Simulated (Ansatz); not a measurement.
ScAg:
```xyz
2
Lattice="3.3821 0.0000 0.0000 0.0000 3.3821 0.0000 0.0000 0.0000 3.3821" Properties=species:S:1:pos:R:3 pbc="T T T"
Sc     1.6910     1.6910     1.6910
Ag     0.0000     0.0000     0.0000
```

Relaxed with PBEsol. Special points in fractions of this cell's reciprocal vectors: Γ (0.000, 0.000, 0.000); X (0.000, 0.500, 0.000); M (0.500, 0.500, 0.000); R (0.500, 0.500, 0.500).

### Question
List the band energies nearest the Fermi level at these points for PBEsol with spin–orbit coupling (plane waves, PAW; program Ansatz).

### Answer
In eV from the Fermi level; about four levels below and three above (degenerate sets whole), none deeper than 8.9 eV; points with the same levels are listed once.

```json
[
 {"k": "Γ", "below": "-4.75 -4.75 -4.75 -4.75 -4.46 -4.46", "above": "0.60 0.60 0.60 0.60"},
 {"k": "X", "below": "-3.25 -3.25 -2.38 -2.38", "above": "0.09 0.09 1.14 1.14"},
 {"k": "M", "below": "-1.76 -1.76 -0.04 -0.04", "above": "0.11 0.11 0.97 0.97"},
 {"k": "R", "below": "-1.20 -1.20 -1.20 -1.20", "above": "3.35 3.35 3.35 3.35"}
]
```

Space group Pm-3m (CsCl type). The workflow started from an entry of the Crystallography Open Database (COD). Its standing as an ambient phase is unchecked. The cell was relaxed with PBEsol under the symmetry of its start; its stability against distortions is not shown here. The run is not spin-polarised.

Potentials: the later of the program's two PAW sets.
